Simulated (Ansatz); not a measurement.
Density of states of PtSe$_{2}$ (P-3m1, a = 3.772 Å, b = 3.772 Å, c = 4.822 Å, α = 90.00°, β = 90.00°, γ = 120.00°), in states per eV and primitive cell, averaged over bins of 0.3 eV. Level of theory: Ansatz, DFT PBE+D3(BJ), scalar-relativistic, plane waves, PAW.

Plane waves to 420 eV, a k mesh through Γ of 12×12×10 on the computed 3-atom cell and Gaussian smearing (0.10 eV); no spin polarisation.

The cell is relaxed at this level. The states (both spins) are summed by tetrahedra on a 18×18×15 mesh at the self-consistent density. Energies are bin centres; the table starts no lower than −8 eV and ends at 6 eV, or lower where the solved bands end.

It is a metal at this level.

```csv
E − E_F (eV),total,Se 4p,Pt 5d,Pt 6s,Se 4s
-7.40,0.39,0.24,0.08,0.06,0.01
-7.10,1.21,0.73,0.26,0.18,0.03
-6.80,2.54,1.53,0.63,0.30,0.06
-6.50,2.62,1.54,0.90,0.11,0.05
-6.20,3.12,1.71,1.27,0.07,0.05
-5.90,4.00,1.73,2.14,0.06,0.05
-5.60,3.85,1.73,1.86,0.12,0.11
-5.30,2.15,0.96,0.95,0.09,0.12
-5.00,1.26,0.53,0.64,0.03,0.05
-4.70,2.77,1.10,1.45,0.10,0.09
-4.40,4.02,1.35,2.41,0.08,0.15
-4.10,4.02,1.17,2.68,0.05,0.08
-3.80,1.36,0.41,0.90,0.01,0.02
-3.50,2.73,0.69,1.93,0.06,0.03
-3.20,5.71,1.03,4.26,0.25,0.11
-2.90,2.30,1.06,1.09,0.06,0.05
-2.60,2.64,1.31,1.20,0.04,0.04
-2.30,2.63,1.48,1.05,0.02,0.04
-2.00,2.85,1.73,1.00,0.02,0.05
-1.70,2.56,1.73,0.69,0.02,0.05
-1.40,2.06,1.51,0.43,0.02,0.04
-1.10,1.33,1.02,0.23,0.01,0.03
-0.80,0.71,0.53,0.13,0.01,0.02
-0.50,0.67,0.51,0.11,0.01,0.02
-0.20,0.36,0.29,0.05,0.00,0.01
0.10,0.94,0.52,0.33,0.00,0.06
0.40,1.39,0.77,0.49,0.01,0.07
0.70,1.86,1.11,0.60,0.02,0.07
1.00,1.82,1.16,0.52,0.02,0.05
1.30,1.96,1.30,0.52,0.03,0.04
1.60,2.24,1.54,0.56,0.03,0.03
1.90,1.99,1.41,0.49,0.01,0.02
2.20,1.27,0.93,0.31,0.00,0.01
2.50,0.03,0.02,0.01,0.00,0.00
2.80,0.00,0.00,0.00,0.00,0.00
3.10,0.00,0.00,0.00,0.00,0.00
3.40,0.01,0.00,0.00,0.00,0.00
3.70,0.03,0.00,0.00,0.00,0.00
4.00,0.33,0.07,0.00,0.12,0.01
4.30,0.87,0.20,0.01,0.32,0.03
4.60,1.61,0.39,0.03,0.52,0.04
4.90,1.94,0.47,0.04,0.60,0.05
5.20,1.68,0.33,0.02,0.45,0.05
5.50,1.44,0.24,0.02,0.35,0.04
5.80,1.53,0.18,0.02,0.27,0.03
```

The columns after the total are the Löwdin projections on the occupied valence shells of the potentials. The rest of the total lies in shells that are empty in the free atom, which aren't projected, and between the atoms.

Spin-orbit coupling is left out, which matters for the bands of heavy elements.